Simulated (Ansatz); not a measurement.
Relaxed Lu (hcp, Mg type):

```xyz
2
Lattice="3.5043 0.0000 0.0000 -1.7521 3.0348 0.0000 0.0000 0.0000 5.4522" Properties=species:S:1:pos:R:3 pbc="T T T"
Lu     0.0000     2.0232     4.0892
Lu     1.7521     1.0116     1.3631
```

Scan: atom 1 (Lu, nearest neighbour Lu at 3.395 Å; its periodic images, 3.5 Å or more away, move with it) is displaced along Cartesian [110], direction (0.707, 0.707, 0.000) in Cartesian axes, by s. The other atoms stay.

Computed with r2SCAN (plane waves to 500 eV, PAW, scalar-relativistic; Ansatz, an electronic-structure program). k mesh 12×12×7 (Γ-centred), Fermi-Dirac smearing 0.05 eV. Energies are smeared free energies. With partly filled bands, energies and forces of such displacements shift with the k mesh and the smearing. Lu is run without spin polarisation. Lu was relaxed with its symmetry unable to fall. The zero of ΔE is the undisplaced structure. The last digit holds for this mesh only.

| s (Å) | ΔE (meV/cell) |
|---|---|
| -0.340 | 93.2 |
| -0.272 | 59.5 |
| -0.204 | withheld |
| -0.136 | 14.7 |
| -0.068 | 3.6 |
| 0.000 | 0.0 |
| 0.068 | 3.4 |
| 0.136 | 13.4 |
| 0.204 | 30.0 |
| 0.272 | 52.8 |
| 0.340 | 81.3 |

**Question.** Fit a polynomial form (powers 2, 3, 4) to the given rows and predict ΔE at s = -0.204.

**Answer.** Least squares on the 10 given rows: ΔE = (760.8)·s² + (-155.4)·s³ + (-49.36)·s⁴, in meV/cell with s in Å; root-mean-square residual 0.20 meV/cell. At -0.204 the fit gives 32.9 meV/cell; the calculation gives 33.3 meV/cell, so the interpolation is off by -0.4 (-1.2 %). The quadratic term alone would give 31.7 meV/cell.

(A displaced cell: forces are minus the slopes of the energy, force constants its curvatures, and phonons follow from these.)
